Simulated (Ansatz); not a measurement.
## What DFT gives for BiRh

```
Bi Rh
1.0
     3.43479    0.00000    0.00000
     0.00000    3.43479    0.00000
     0.00000    0.00000    3.86986
Bi Rh
1 1
Direct
  0.00000 0.00000 0.00000
  0.50000 0.50000 0.50000
```

The numbers come from plane-wave PAW DFT (Ansatz): r2SCAN, with U_eff = 3.55 eV on Rh d (all-electron-ortho-atomic projectors), no spin polarisation, 500 eV, 10×10×9 Γ-centred k points, fermi-dirac occupations (width 0.1 eV). Nothing was relaxed.

(1) Which element gives electrons and which takes them?

(2) Describe some of the short contacts.

(3) Is the cell too large or too small?

(4) Is there a gap?

Origin: a known structure type with other elements, at an estimated volume, so it need not be a known compound. Caveats: a Hubbard term without moments, so a magnetic state may lie lower.

Results:

(1) Bader charges in e: Bi +0.46, Rh -0.46. In the mean Bi gives up most and Rh takes most.

(2) Bi–Rh at 3.11 Å: least valence density 0.20 e/Å³ and ELF 0.26 there. Bi–Bi at 3.43 Å: least valence density 0.13 e/Å³ and ELF 0.18 there. Rh–Rh at 3.43 Å: least valence density 0.12 e/Å³ and ELF 0.15 there. These are pseudo-fields; inside the PAW spheres they differ from the all-electron ones.

(3) The pressure is -13.5 GPa (compression positive), so with the atoms held at these fractions the cell would first shrink. The principal stresses -17.4, -11.6, -11.6 GPa differ, so its shape would change too.

(4) It is a metal, with about 2.1 states/eV a cell as the mean within 0.25 eV of the Fermi level, mostly Rh d (62 %) and Bi p (26 %).
